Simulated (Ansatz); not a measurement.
The relaxation started from an entry of Materials Project.

The end point of a relaxation of In5AgTe8. Space group P-42m (No. 111). Level of theory: r2SCAN (plane waves to 500 eV, PAW, scalar-relativistic; Ansatz, a first-principles code).

Space group P-42m (No. 111); a = 6.2862 Å, b = 6.2862 Å, c = 12.7593 Å, α = 90.00°, β = 90.00°, γ = 90.00°

```csv
atom,site,symmetry,x,y,z
In,4m,2..,0.0000,0.5000,0.2551
In,1d,-42m,0.5000,0.5000,0.0000
Ag,1c,-42m,0.0000,0.0000,0.5000
Te,4n,..m,0.2690,0.2690,0.6147
Te,4n,..m,0.2266,0.2266,0.1132
```

Problem. What is the computed band gap (r2SCAN)?

Solution. 0.71 eV, indirect (valence top at A, conduction bottom at Γ) (no spin-orbit coupling).

Problem. What smallest direct gap does r2SCAN give?

Solution. 0.74 eV at Γ.

No spin polarisation in the result. Without spin-orbit coupling the bands of the heavy element are not split, so the gap can be far off.

The run could not lose the symmetry of its start.
